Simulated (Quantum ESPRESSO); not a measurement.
# Moving one atom in Ge7As

The results below are calculated, not measured. They come from pw.x of Quantum ESPRESSO 7.5, a plane-wave density functional program, with PseudoDojo standard norm-conserving files (v0.5 for PBE, v0.4.1 for LDA and PBEsol). The cells are made up: elements, strain and atom displacements were drawn at random, and nothing was relaxed. There is no spin polarisation, spin-orbit coupling or dispersion term.

The cell has 8 sites of a zincblende or diamond lattice. Sites 1 to 4 hold Ge Ge Ge Ge; sites 5 to 8 hold Ge Ge Ge As. Cell vectors in Å: (5.537, 0.019, 0.074); (0.019, 5.694, 0.002); (0.074, 0.002, 5.566). Settings: PBE, cutoff 1143 eV, 6 x 6 x 6 k mesh shifted by half a step, Fermi-Dirac smearing of 0.1 eV.

Each run shifts the Ge atom on site 7 along z and leaves all else fixed. Site 4 is one of its nearest neighbours. E is the free energy of the cell above the lowest run shown.

```
run,shift (Å),Fz on site 7 (eV/Å),Fz on site 4 (eV/Å),P (GPa),E (meV)
1,-0.0777,1.812,-0.844,8.81,158.6
2,-0.0668,1.706,-0.810,8.79,139.5
3,-0.0109,1.142,-0.628,8.73,59.7
5,0.0116,0.907,-0.551,8.72,36.7
6,0.0693,0.288,-0.346,8.72,2.1
7,0.0778,0.196,-0.314,8.73,0.0
4,-0.0004,?,?,?,?
```

A rerun of one of these cells at 1437 eV and k mesh 8 x 8 x 8 moved values by no more than 0.007 eV in the cell's energy, 0.05 GPa in stress and 0.015 eV/Å in force.

## Worked fit

A parabola through the six runs shown gives Fz on site 7 = 1.029 - 10.40 u - 4.0 u² eV/Å, with u in Å and a scatter of 0.001 eV/Å. Minus the slope, 10.40 ± 0.06 eV/Å², is this atom's force constant along z at u = 0, with its periodic images moving too. The fitted force does not vanish within the range. The error is the larger of the fit's own and the change that a cubic makes, rounded up.

## Withheld run

Question: what Fz on site 7 should run 4 give?

The fit gives 1.033 eV/Å. The calculation gave 1.032 eV/Å.

```
run,shift (Å),Fz on site 7 (eV/Å),Fz on site 4 (eV/Å),P (GPa),E (meV)
4,-0.0004,1.032,-0.592,8.72,48.3
```